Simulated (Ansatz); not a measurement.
The relaxed structure here is a generated cell of Al2Cu: the first start was made by a random draw of sites in a space group, and the end was not matched to a known phase here, so it may be hypothetical. Known forms of Al2Cu include space group No. 140.

The end point of a relaxation of Al$_{2}$Cu. Computed with PBE (plane waves to 420 eV, PAW, scalar-relativistic; Ansatz, a first-principles code).

```
CELL_PARAMETERS angstrom
      0.00000     3.81385     5.48444
      3.43358     0.00000     5.48444
      3.43358     3.81385     0.00000
ATOMIC_POSITIONS crystal
  Al 0.05180 0.44820 0.44820
  Al 0.44820 0.05180 0.05180
  Al 0.77676 0.48161 0.10495
  Al 0.10495 0.63668 0.77676
  Al 0.63668 0.10495 0.48161
  Al 0.48161 0.77676 0.63668
  Cu 0.44399 0.44399 0.05601
  Cu 0.05601 0.05601 0.44399
  Cu 0.00000 0.00000 0.00000
```

Problem. Find the space group and the Wyckoff positions (tolerance 0.01 Å).

Solution. Space group F222 (No. 22); a = 6.8672 Å, b = 7.6277 Å, c = 10.9689 Å, α = β = γ = 90.00°

```
atom  site  symmetry       x       y       z
----  ----  --------  ------  ------  ------
Al      8j       2..  0.0518  0.2500  0.2500
Al     16k         1  0.2067  0.0591  0.6292
Cu      8h       ..2  0.2500  0.2500  0.0560
Cu      4a       222  0.0000  0.0000  0.0000
```

Problem. Give the shortest distances between elements (the closest pairs, up to four, under 3.6 Å).

Solution. Al–Cu 2.50 Å; Cu–Cu 2.64 Å; Al–Al 2.65 Å.

| Item | Result |
|---|---|
| Volume per atom | 15.96 Å³ |
| Density | 4.08 g/cm³ |
| Band gap | no gap (metallic) |

No spin polarisation in the result.

The run could not lower the symmetry of its start; a shaken copy of this end point relaxes with PBE to C2 (No. 5), 0.11 eV/atom lower.
